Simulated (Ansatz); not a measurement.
In AlNi (CsCl type) the Ni atom of the primitive cell, with all its periodic images, is moved by 0.06 Å along [111].

```
Ni Al
1.0
     2.89000    0.00000    0.00000
     0.00000    2.89000    0.00000
     0.00000    0.00000    2.89000
Ni Al
1 1
Direct
  0.01199 0.01199 0.01199
  0.50000 0.50000 0.50000
```

The calculation used HSE06, plane waves, all-electron PAW datasets generated for the crystal, point nucleus (Ansatz 0.2.0 development build).

Cutoff 310 eV; exchange singularity: Wigner-Seitz; k-mesh 4×4×4 Γ-centred; Fermi–Dirac smearing of 0.1 eV; no spin polarisation.

Q: What force results?

A: The force on it along the displacement is -0.3043 eV/Å, a force constant of 5.07 eV/Å². The cell stands under a pressure of -4.9 GPa, which shifts the constant from its value at the relaxed volume.

```tsv
atom	Fx (eV/Å)	Fy (eV/Å)	Fz (eV/Å)
Ni1	-0.1757	-0.1757	-0.1757
Al2	0.1758	0.1758	0.1758
```

The k-mesh is coarse, so these values belong to this mesh and can lie far from the converged ones.
